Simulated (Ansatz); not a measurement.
AlN (wurtzite, P6_3mc), plane-wave PAW LDA (Ansatz code), all energies at zero smearing, with the estimated change up to a 700 eV cutoff added, with one set of potentials and settings (totals compare only within such a set). Cell of 4 atoms (2 Al, 2 N): -1779.721 eV.

```json
[
 {"element": "Al", "reference phase": "Fm-3m, 1 atoms in the cell", "E (eV/atom)": "-512.8748"},
 {"element": "N", "reference phase": "P4_2/mnm, 4 atoms in the cell", "E (eV/atom)": "-373.6525"}
]
```

Formation energy per atom, worked out: (-1779.721 − 2×(-512.8748) − 2×(-373.6525))/4 = -1.667 eV/atom (-161 kJ per mol of atoms), at 0 K, without zero-point energy or fitted corrections.

The LDA relaxation kept the symmetry of its start. The references are the lowest solids computed at this level, not always the standard phases (solids in place of the gases).

Potentials: the earlier of the program's two PAW sets. The files were generated under PBE; for other functionals the program regenerates the frozen cores, and for LDA and PBEsol the local potential too.
